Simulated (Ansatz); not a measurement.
Mo2RuSe4 in space group P-1 (No. 2; Pearson symbol aP14), r²SCAN in the plane-wave PAW code Ansatz. The conduction-band minimum lies at Γ, with 1 equivalent valley. Second derivatives d²E/dk² of the lowest band at one valley (eV·Å²), along Cartesian directions:

```
direction  d²E/dk²
---------  -------
[100]        4.901
[010]        10.35
[001]        26.38
[110]        4.224
[101]        13.80
[011]        21.00
```

Q: Find the principal effective masses, the density-of-states mass and the conductivity mass.

A: Off-diagonal terms follow from H_xy = H[110] − (H_xx + H_yy)/2, and m*/mₑ = 7.620 eV·Å² over each eigenvalue: 0.28, 0.67, 2.3. One valley's DOS mass (m₁m₂m₃)^(1/3) = 0.76, conductivity mass 3/(Σ 1/mᵢ) = 0.55 mₑ.

Q: What effective density of states Nc follows at 300 K for parabolic valleys?

A: Nc = 2.509e19 × 1 × (0.76)^(3/2) ≈ 1.7e19 cm⁻³.

The workflow started from a Materials Project entry (that database holds measured and hypothetical structures alike); the Crystallography Open Database copy checked does not list it. Entries of such low symmetry are often ordered models of mixed-site phases. Whether it is the stable phase at ambient conditions was not checked. Symmetry was held in the r²SCAN relaxation; whether a distortion lowers the energy is not shown. No spin polarisation was allowed. Spin–orbit coupling is left out wherever it is not named.

Potentials: the later of the program's two PAW sets.

Edges and masses are those of Kohn–Sham bands, whose gap is no quasiparticle gap.
